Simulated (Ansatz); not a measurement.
**Does this entry for SiO2 lie near equilibrium?**

The cell is a COD entry, atoms as given.

Space group P4_12_12 (No. 92); a = 4.9501, c = 6.9259 Å.

```
site  Wyckoff  site symmetry       x       y       z
  Si       4a            ..2  0.3027  0.3027  0.0000
   O       8b              1  0.2388  0.1086  0.1817
```

One atom of each set is listed.

Computed with Ansatz: DFT, PBE, plane waves and PAW, scalar-relativistic, 420 eV cutoff, Γ-centred 5×5×4 k-points, Fermi–Dirac smearing 0.02 eV.

Question: Do the atoms and the cell lie near the calculated equilibrium?

Answer: Not quite. The largest force is 0.53 eV/Å, on atom 10 (O: 2 Si at 1.60–1.61 Å, angle 145°), and the pressure is 6.7 GPa. Relaxing the atoms is still advisable, since electric field gradients respond to shifts of a few hundredths of an ångström.
